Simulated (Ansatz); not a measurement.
# Y3Ir: gradients before and after relaxing the atoms

Start: a Materials Project structure (computed, not necessarily an observed phase).

Space group Pnma (No. 62); a = 7.2614, b = 9.2846, c = 6.4582 Å.

| site | Wyckoff | site symmetry | x | y | z |
| --- | --- | --- | --- | --- | --- |
| Y1 | 4c | .m. | 0.0383 | 0.2500 | 0.6307 |
| Y5 | 8d | 1 | 0.1741 | 0.0646 | 0.1768 |
| Ir | 4c | .m. | 0.3852 | 0.2500 | 0.4615 |

One atom of each set is listed.

Method: Kohn–Sham DFT in Ansatz, PBE, plane waves and PAW, scalar-relativistic, 420 eV cutoff, Γ-centred 5×4×5 k-points, Fermi–Dirac smearing 0.05 eV.

The largest force at the start is 0.096 eV/Å. Relaxing the ions at fixed cell moves them by 0.023 Å at most (atom 13, Ir) and 0.019 Å rms.

```csv
site,moved (Å),first shell before,first shell after,V_zz before (10²¹ V/m²),η before
Y1,0.016,"2 Ir at 2.75–2.86 Å, angle 136°","2 Ir at 2.76–2.87 Å, angle 137°",-7.58,0.49
Y5,0.019,2 Ir at 2.86–2.95 Å; also 1 Ir at 3.26 Å,2 Ir at 2.87–2.94 Å; also 1 Ir at 3.26 Å,-5.74,0.96
Ir,0.023,8 Y at 2.75–3.26 Å,8 Y at 2.76–3.26 Å,17.55,0.43
```

Problem. What are V_zz and η after the relaxation?

Solution. 

```
site  V_zz after  η after  change of V_zz
  Y1       -7.61     0.53           -0.03
  Y5       -5.71     0.99           +0.03
  Ir       16.68     0.47           -0.87
```

The largest change of V_zz is on Ir, from 17.55 to 16.68. In per cent, |V_zz| changes by -1 to 0 on Y, -5 on Ir (all sites that start above 2).

The run finds no gap above 0.1 eV (a metal, or nearly one), so the gradients can move by 10 % or more with the k-mesh. Spin–orbit coupling is left out, which shifts gradients on Ir by a few per cent in wide-gap crystals, and can shift them far more where the calculated gap is small or absent, as here.
